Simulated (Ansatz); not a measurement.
CaHBr:
```
CELL_PARAMETERS angstrom
      3.82554     0.00000     0.00000
      0.00000     3.82554     0.00000
      0.00000     0.00000     8.06894
ATOMIC_POSITIONS crystal
  Ca 0.00000 0.50000 0.16001
  Ca 0.50000 0.00000 0.83999
  H  0.50000 0.50000 0.00000
  H  0.00000 0.00000 0.00000
  Br 0.00000 0.50000 0.67525
  Br 0.50000 0.00000 0.32475
```

Relaxed with r²SCAN+D4.

Task: Give the Bader charges and basin volumes of the independent atoms, r²SCAN+D4 (plane waves, PAW; program Ansatz).

Result: 

| atom | Bader charge (e) | Bader volume (Å³) |
|---|---|---|
| Ca1 | +1.53 | 13.4 |
| H3 | -0.74 | 10.4 |
| Br5 | -0.79 | 35.2 |

Space group P4/nmm. The first step of the workflow began from a Materials Project structure, measured or hypothetical; the Crystallography Open Database files this formula in space group No. 129, but the cells were not matched. Its standing as an ambient phase is unchecked. The cell was relaxed with r²SCAN+D4 under the symmetry of its start; its stability against distortions is not shown here.

Potentials: the later of the program's two PAW sets.
